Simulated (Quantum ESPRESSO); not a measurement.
# Where does C sit best among Ge sites?

The results below are calculated, not measured. They come from pw.x of Quantum ESPRESSO 7.5, a plane-wave density functional program, with PseudoDojo standard norm-conserving files (v0.5 for PBE, v0.4.1 for LDA and PBEsol). The cells are made up: elements, strain and atom displacements were drawn at random, and nothing was relaxed. There is no spin polarisation, spin-orbit coupling or dispersion term.

The cell has 8 sites of a zincblende or diamond lattice. Sites 1 to 4 hold Si Si Ge Si; sites 5 to 8 hold X X X X. Cell vectors in Å: (5.348, 0.050, -0.024); (0.050, 5.380, 0.002); (-0.024, 0.002, 5.366). Settings: PBE, cutoff 1116 eV, 6 x 6 x 6 k mesh shifted by half a step, Fermi-Dirac smearing of 0.1 eV.

In each run one of the sites marked X holds C and the others hold Ge; cell and positions stay the same. E is the free energy of the cell.

```
site of the guest  first shell  mean distance (Å)  E above the lowest (eV)  P (GPa)  force on the guest (eV/Å)
                5        GeSi3              2.340                    1.347     7.97                      1.045
                6        GeSi3              2.350                    1.062     7.48                      1.554
                7        GeSi3              2.426                    2.141     9.78                      0.860
                8        GeSi3              2.218                    0.000     4.88                      1.533
```

A rerun of one of these cells at 1347 eV and k mesh 8 x 8 x 8 moved values by no more than 0.003 eV in the cell's energy, 0.02 GPa in stress and 0.014 eV/Å in force.

## Reading the table

Site 8 is lowest, by 1.062 eV, over three times the rerun's bound. A straight line of energy against the mean distance has a slope of 10.1 ± 1.4 eV/Å, so the guest costs less on the tighter sites. The positions are random and not relaxed, so the differences hold for this frozen cell and are not site preferences of a real crystal.